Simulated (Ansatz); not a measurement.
Sr₃RhN₃: what each run costs

Cell: 14 atoms, space group P6_3/m, a = 7.690 Å, b = 7.690 Å, c = 5.306 Å, α = 90.00°, β = 90.00°, γ = 120.00°.

All runs are DFT with Ansatz 0.2.0 on 1 thread of Arm Neoverse V2 (aarch64; 8 cores open to the job, memory cap 2.5 GiB, no GPU), a shared host.

Task: Rank the runs by wall time, shortest first.
A. single point, PBE, 420 eV, 5×5×6 k-points, smearing 0.05 eV
B. single point, r2SCAN, 500 eV, 5×5×6 k-points, smearing 0.05 eV
C. single point, PBE, 420 eV, 4×4×5 k-points, smearing 0.02 eV

Result: C (20 s, 0.63 GiB), A (35 s, 0.69 GiB), B (75 s, 1.3 GiB).
